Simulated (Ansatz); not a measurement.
Ag$_{2}$S:
```yaml
crystal:
  lattice:
    - [2.32180, -3.38233, 0.00000]
    - [2.32180, 3.38233, 0.00000]
    - [0.00000, 0.00000, 6.97545]
  atoms:
    - { symbol: Ag, position: [0.50000, 0.50000, 0.00000] }
    - { symbol: Ag, position: [0.87688, 0.12312, 0.25000] }
    - { symbol: Ag, position: [0.12312, 0.87688, 0.75000] }
    - { symbol: Ag, position: [0.50000, 0.50000, 0.50000] }
    - { symbol: S, position: [0.73918, 0.26082, 0.75000] }
    - { symbol: S, position: [0.26082, 0.73918, 0.25000] }
```

Tensor components refer to the Cartesian frame of this cell.

Problem. Give the high-frequency dielectric tensor and the Born effective charge tensors of the independent atoms from DFPT, the program Ansatz at the LDA level (PAW).

Solution. 
ε∞:
```
13.6  0.00  0.00
0.00  11.9  0.00
0.00  0.00  10.3
```
Z* of atom 1 (Ag), rows: field, columns: displacement, in e:
```
 0.80   0.00   0.00
 0.00   0.86  -0.02
 0.00   0.21   1.04
```
Z* of atom 2 (Ag), rows: field, columns: displacement, in e:
```
1.33  0.00  0.00
0.00  0.97  0.00
0.00  0.00  0.60
```
Z* of atom 5 (S), rows: field, columns: displacement, in e:
```
-2.13   0.00   0.00
 0.00  -1.83   0.00
 0.00   0.00  -1.65
```

Space group Cmcm. The workflow started from a Materials Project entry (that database holds measured and hypothetical structures alike); the Crystallography Open Database copy checked does not list it. COD files the formula under space group No. 4, 14. Its standing as an ambient phase is unchecked. The cell was relaxed with LDA under the symmetry of its start; whether a distortion lowers the energy is not shown. The run is not spin-polarised. Spin–orbit coupling is left out wherever it is not named.

Potentials: the later of the program's two PAW sets.
